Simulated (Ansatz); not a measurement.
**MgVFeP4O14 — ⁵⁷Fe Mössbauer parameters**

Cell: a Materials Project structure (computed, not necessarily an observed phase).

```yaml
crystal:
  lattice:
    - [5.06353, 0.00000, 0.00000]
    - [-1.95548, 6.77672, 0.00000]
    - [-0.02511, -0.03680, 8.15938]
  atoms:
    - { symbol: Mg, position: [0.29539, 0.06033, 0.30538] }
    - { symbol: V, position: [0.80876, 0.28413, 0.50655] }
    - { symbol: Fe, position: [0.19403, 0.71325, 0.97568] }
    - { symbol: P, position: [0.61521, 0.49478, 0.80640] }
    - { symbol: P, position: [0.75532, 0.89167, 0.24077] }
    - { symbol: P, position: [0.24093, 0.10499, 0.72025] }
    - { symbol: P, position: [0.38615, 0.50445, 0.30669] }
    - { symbol: O, position: [0.98417, 0.17160, 0.68236] }
    - { symbol: O, position: [0.89322, 0.06600, 0.35721] }
    - { symbol: O, position: [0.83665, 0.53095, 0.93930] }
    - { symbol: O, position: [0.73020, 0.49820, 0.63369] }
    - { symbol: O, position: [0.54011, 0.34126, 0.31186] }
    - { symbol: O, position: [0.40889, 0.09164, 0.56067] }
    - { symbol: O, position: [0.43559, 0.26806, 0.83910] }
    - { symbol: O, position: [0.61494, 0.70861, 0.35734] }
    - { symbol: O, position: [0.52619, 0.93958, 0.14174] }
    - { symbol: O, position: [0.42929, 0.63084, 0.81921] }
    - { symbol: O, position: [0.28770, 0.52749, 0.13464] }
    - { symbol: O, position: [0.16228, 0.47417, 0.43522] }
    - { symbol: O, position: [0.17087, 0.91853, 0.82074] }
    - { symbol: O, position: [0.00349, 0.85369, 0.15531] }
```

Atom numbers follow the list; atoms alike are taken as one site, whose name carries the number of the first.

All values are calculated (Ansatz; DFT, PBE, plane waves and PAW, scalar-relativistic, collinear spin, 420 eV cutoff, Γ-centred 4×3×3 k-points, Fermi–Dirac smearing 0.02 eV), not measured. Start moments as typed (μB): 1 on each V, 4 on each Fe, none on the rest.

Isomer shifts (against α-Fe) follow from the electron density at the nucleus, δ = α(ρ − ρ₀), with α = -0.366 mm s⁻¹ a₀³ and ρ₀ = 14904.00 a₀⁻³ from a line fitted to 10 measured compounds at this level of theory (rms miss 0.11 mm/s). ΔE_Q = ½eQV_zz(1 + η²/3)^½ with Q = 0.160 b for the 14.4 keV state. B_c is the Fermi-contact field along the atom's own moment; orbital and dipolar fields are not included.

Question: What would the ⁵⁷Fe spectrum's parameters be?

Answer: 

```
site  atoms         first shell  ρ − ρ₀ (a₀⁻³)  δ (mm/s)  ΔE_Q (mm/s)     η  |m| (μB)  B_c (T)
  Fe      3  6 O at 1.93–2.39 Å          -2.06      0.75         0.56  0.08      3.73    -33.9
```



The largest force is 0.9 eV/Å, so the atoms aren't at the calculated equilibrium and relaxing them would move these values. The moments were started parallel, and the run ended with some of them reversed. The program didn't check the stability of this electronic state in full, so a lower one may lie near. With a gap of 0.12 eV under a smearing of 0.02 eV the band edges are partly filled, so small gradients can hang on the smearing and the k-mesh. With these PAW files V_zz is typically within 2 to 3 % of all-electron values, but misses above 10 % occur on Fe. The magnetic order is the one that the run reached from its start moments, not necessarily the measured one. Semilocal functionals underestimate the core's spin polarisation, so contact fields of ionic iron come out too small in magnitude.
